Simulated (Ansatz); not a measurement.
Total density of states per atom from the program Ansatz at the PBE level (PAW), in 0.25 eV bins, energy from the Fermi level:

```
E (eV) | states/eV/atom
    -7.85 |  0.00
    -7.60 |  0.00
    -7.35 | ###### 0.32
    -7.10 | ############################## 1.56
    -6.85 | ############################## 1.55
    -6.60 |  0.00
    -6.35 |  0.01
    -6.10 | # 0.03
    -5.85 | # 0.04
    -5.60 | # 0.06
    -5.35 | ## 0.08
    -5.10 | ## 0.10
    -4.85 | ## 0.12
    -4.60 | ### 0.15
    -4.35 | ### 0.18
    -4.10 | #### 0.18
    -3.85 | ##### 0.26
    -3.60 | ###### 0.29
    -3.35 | ####### 0.38
    -3.10 | ###### 0.29
    -2.85 | ########## 0.53
    -2.60 | ############## 0.73
    -2.35 | ################ 0.82
    -2.10 | ################ 0.85
    -1.85 | ################ 0.81
    -1.60 | ################## 0.94
    -1.35 | #################### 1.03
    -1.10 | ################### 0.98
    -0.85 | ######################## 1.24
    -0.60 | #################### 1.05
    -0.35 | ############### 0.80
    -0.10 | ############# 0.65
     0.15 | ######## 0.43
     0.40 | ################ 0.81
     0.65 | ####################### 1.22
     0.90 | ################# 0.88
     1.15 | ########################## 1.37
     1.40 | ######################## 1.24
     1.65 | ############### 0.78
     1.90 | ################# 0.87
     2.15 | ################ 0.85
     2.40 | ############ 0.60
     2.65 | ############### 0.79
     2.90 | ################# 0.88
     3.15 | ############### 0.77
     3.40 | ############### 0.78
     3.65 | ################## 0.93
```

Problem. Which of these materials gives this?
(A) HfO2, P2_1/c (Hf on 4e, O on 4e, O on 4e)
(B) BaTiO3, cubic perovskite
(C) Hf6O, P-31m (Hf on 6k, O on 1a)
(D) SrHfN2, Pna2_1 (Sr on 4a, Hf on 4a, N on 4a, N on 4a)

Solution. C, Hf6O, P-31m (Hf on 6k, O on 1a). Within 0.5 eV of the Fermi level: Hf 5d 90 %. Projections are on Löwdin-orthogonalised atomic valence shells; empty p or d shells of many metals are not among them.

The start of the workflow was typed in or built on a structure type; neither database checked (COD, Materials Project) lists it. Its standing as an ambient phase is unchecked. The PBE relaxation kept the symmetry of its start; its stability against distortions is not shown here. No spin polarisation was allowed. Scalar-relativistic: spin–orbit coupling is off unless named, which matters more the heavier the elements.

Potentials: the earlier of the program's two PAW sets.
